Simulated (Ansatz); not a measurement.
Starting cell, Ru (hcp, Mg type):

```yaml
crystal:
  lattice:
    - [5.40913, 0.00000, 0.00000]
    - [-1.35228, 2.34222, 0.00000]
    - [0.00000, 0.00000, 4.26009]
  atoms:
    - { symbol: Ru, position: [0.16667, 0.66667, 0.75000] }
    - { symbol: Ru, position: [0.66667, 0.66667, 0.75000] }
    - { symbol: Ru, position: [0.33333, 0.33333, 0.25000] }
    - { symbol: Ru, position: [0.83333, 0.33333, 0.25000] }
```

A phonon eigenvector at M = (0.5, 0.0, 0.0) is frozen into this cell: atom i moves by Q times the vector below, so Q is the largest atomic displacement, in Å. The cell is held. (q is in reciprocal vectors of the primitive cell; the cell shown is doubled to hold the pattern.)

```csv
atom,x,y,z
Ru1,0.000,0.000,-1.000
Ru2,0.000,0.000,1.000
Ru3,0.000,0.000,-1.000
Ru4,0.000,0.000,1.000
```

These are r2SCAN (plane waves to 500 eV, PAW, scalar-relativistic; Ansatz, a first-principles code) values and carry that method's errors. k mesh 10×20×11 (Γ-centred), Fermi-Dirac smearing 0.05 eV. The energy includes the smearing's −TS. With partly filled bands, energies and forces of such displacements shift with the k mesh and the smearing. Ru is run without spin polarisation. Ru was relaxed with its symmetry unable to fall. The zero of ΔE is the undisplaced structure.

| Q (Å) | ΔE (meV/cell) |
|---|---|
| -0.100 | 237 |
| -0.067 | 103 |
| -0.033 | 25 |
| 0.000 | 0 |
| 0.033 | 25 |
| 0.067 | 103 |
| 0.100 | 237 |

### Question
Which DFPT wavenumber at M = (0.5, 0.0, 0.0) belongs to this mode?
(A) 178 cm⁻¹
(B) 211 cm⁻¹
(C) 136 cm⁻¹

### Answer
A, 178 cm⁻¹. The curvature of the scan gives 175 cm⁻¹

(For displaced atoms, the force is minus the slope of the energy, and its curvature is a force constant, which sets phonon frequencies.)
